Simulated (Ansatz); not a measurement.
Consider the following.

CoNiN₂:
```
CoNiN2
1.0
    1.35502     0.78232     5.70854
   -1.35502     0.78232     5.70854
    0.00000    -1.56464     5.70854
Co Ni N
1 1 2
Direct
  0.50000   0.50000   0.50000
  0.00000   0.00000   0.00000
  0.89599   0.89599   0.89599
  0.10401   0.10401   0.10401
```
The run is spin-polarised, in the one order tried: ferromagnetic.

This is the r²SCAN-relaxed structure.

Task: All from r²SCAN (plane waves, PAW; program Ansatz), unless another level is named. Estimate the net moment.

Result: 0.21 μB per atom.

Task: Give the Bader charges.

Result: Co +1.28, Ni +0.61, N -0.94 e.

Space group R-3m. The start of the workflow was typed in or built on a structure type; neither database checked (COD, Materials Project) lists it. Whether it is the stable phase at ambient conditions was not checked. The cell was relaxed with r²SCAN under the symmetry of its start; whether a distortion lowers the energy is not shown. Spin order of the final state: ferromagnetic, the only order run, not a proven ground state. Its formation energy is positive at this level, so the cell may be metastable or incomplete. Other orbital occupations within this spin state were not tried. No Hubbard U is applied. For itinerant 3d metals, meta-GGAs of the SCAN family and hybrids are commonly reported to give too large moments.

Potentials: the later of the program's two PAW sets.
